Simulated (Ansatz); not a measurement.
MgB2 (AlB2 type, space group P6/mmm): frozen-phonon scan

Relaxed MgB$_{2}$ (AlB2 type, space group P6/mmm):

```yaml
crystal:
  lattice:
    - [3.06742, 0.00000, 0.00000]
    - [-1.53371, 2.65647, 0.00000]
    - [0.00000, 0.00000, 3.51484]
  atoms:
    - { symbol: Mg, position: [0.00000, 0.00000, 0.00000] }
    - { symbol: B, position: [0.33333, 0.66667, 0.50000] }
    - { symbol: B, position: [0.66667, 0.33333, 0.50000] }
```

The atoms are displaced by Q × the pattern below (from a DFPT mode at Γ, largest move 1; Q in Å), at fixed cell.

```
atom      x      y       z
----  -----  -----  ------
B2    0.000  0.000   1.000
B3    0.000  0.000  -1.000
```

Atoms not listed stay in place.

Level of theory: r2SCAN (plane waves to 500 eV, PAW, scalar-relativistic; Ansatz, a program for electronic structure). k mesh 17×17×13 (Γ-centred), Fermi-Dirac smearing 0.05 eV. The energy includes the smearing's −TS. Stress and pressure are positive under compression. With partly filled bands, energies and forces of such displacements shift with the k mesh and the smearing. MgB2 was relaxed with its symmetry unable to fall. ΔE is measured from the undisplaced structure.

```
Q (Å)   ΔE (eV/cell)  P (GPa)  −dE/dQ from forces (eV/Å)
------  ------------  -------  -------------------------
-0.100         0.197      0.6                      3.919
-0.083         0.137      0.4                      3.277
-0.067         0.088      0.2                      2.630
-0.050         0.050      0.1                      1.978
-0.033         0.022      0.1                      1.321
-0.017         0.006      0.0                      0.662
0.000          0.000      0.0                      0.000
0.017          0.006      0.0                     -0.662
0.033          0.022      0.1                     -1.321
0.050          0.050      0.1                     -1.978
0.067          0.088      0.2                     -2.630
0.083          0.137      0.4                     -3.277
0.100          0.197      0.6                     -3.919
```

Summary:

The energy at Q = 0.100 Å is 197 meV/cell. Space group of the distorted cell: P-3m1 (No. 164), lowered from P6/mmm. Symmetry of the curve: even: the same for both signs. Shape of the curve: a single well with its minimum at or next to zero displacement. Harmonic wavenumber from the curvature (finite differences): 707 cm⁻¹. Wavenumber by perturbation theory (DFPT, on another k mesh): 709 cm⁻¹.

(For displaced atoms, the force is minus the slope of the energy, and its curvature is a force constant, which sets phonon frequencies.)
